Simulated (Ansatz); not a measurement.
In plane-wave PAW PBE (Ansatz code), SnSe in the zinc blende structure (F-43m) relaxes to a = 6.780 Å. Se has 4 nearest neighbours from 2.94 Å (tetrahedral); Sn has 4 nearest neighbours from 2.94 Å (tetrahedral). Its formation energy from the elements is -0.20 eV/atom, with no fitted shifts.

Electronic character: no gap, with almost no states at the Fermi level (zero-gap or semimetallic). Gap from PBE with spin–orbit coupling: none (metallic).

The bulk modulus is 30.4 GPa.

The start of the workflow was typed in or built on a structure type; neither database checked (COD, Materials Project) lists it. It is not the phase usual at ambient conditions (space group No. 62). Symmetry was held in the PBE relaxation; whether a distortion lowers the energy is not shown. The volume moved by 17 % from the start of the relaxation. A small band overlap can be real or an error of a semilocal functional. The references are the lowest solids computed at this level, not always the standard phases. Spin–orbit coupling is left out wherever it is not named.

Potentials: the earlier of the program's two PAW sets.
